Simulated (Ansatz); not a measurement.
AlNi (CsCl type)

```yaml
crystal:
  lattice:
    - [2.86332, 0.00000, 0.00000]
    - [0.00000, 2.86332, 0.00000]
    - [0.00000, 0.00000, 2.86332]
  atoms:
    - { symbol: Al, position: [0.00000, 0.00000, 0.00000] }
    - { symbol: Ni, position: [0.50000, 0.50000, 0.50000] }
```

The slice is a {110} plane (indices of the conventional cell) through the point (0.500, 0.500, 0.500) (fractional), spanned by u = [100] and v = [011] in vectors of this cell: u (2.86 Å) and v (4.05 Å, at 90° to u). It covers one period; positions are fractions (u, v).

All values below come from r2SCAN (plane waves to 500 eV, PAW, scalar-relativistic; Ansatz, a program for electronic structure). k mesh 16×16×16. Inside the PAW spheres the values are not all-electron values, and peaks at nuclei hang on which shells count as valence. AlNi is run without spin polarisation. AlNi was relaxed with its symmetry unable to fall. The PAW data are Ansatz's earlier set.

Problem. What is the ELF at the midpoint of the shortest Al–Ni line in this plane (2.48 Å)?

Solution. 0.39.

Problem. What is the valence density on the shortest Al–Ni line in this plane (2.48 Å), at its midpoint?

Solution. 0.30 e/Å³.

Problem. Sketch the valence electron density on this plane as a map.

Solution. 
```
|9999887766443322222222222222334466778899|
|8888776655443322222222222222334455667788|
|7777665544333322222222222222333344556677|
|6666554444332222222222222222223344445566|
|4444443333332222222222222222223333334444|
|3333333333222222222222222222222233333333|
|3322222222222222222222222222222222222222|
|2222222222222222222222222222222222222222|
|2222222222222222221111112222222222222222|
|2222222222222211111111111111222222222222|
|2222222222221111110000001111112222222222|
|2222222222111111000000000011111122222222|
|2222222222111100000000000000111122222222|
|2222222222111100000000000000111122222222|
|2222222222111100000000000000111122222222|
|2222222222111111000000000011111122222222|
|2222222222221111110000001111112222222222|
|2222222222222211111111111111222222222222|
|2222222222222222221111112222222222222222|
|2222222222222222222222222222222222222222|
|3322222222222222222222222222222222222222|
|3333333333222222222222222222222233333333|
|4444443333332222222222222222223333334444|
|6666554444332222222222222222223344445566|
|7777665544333322222222222222333344556677|
|8888776655443322222222222222334455667788|
|9999887766443322222222222222334466778899|
|9999887766443322222222222222334466778899|
```
Scale: ten equal steps from -1.33 (start of '0') to 1.81 (end of '9'), in the order '0123456789'. Values: log₁₀ of the valence density in e/Å³. The map has 20 points along u (two characters each, u = 0 at the left) and 28 along v (v = 0 in the bottom row). The scale is logarithmic, as a density can span decades between atoms and voids.
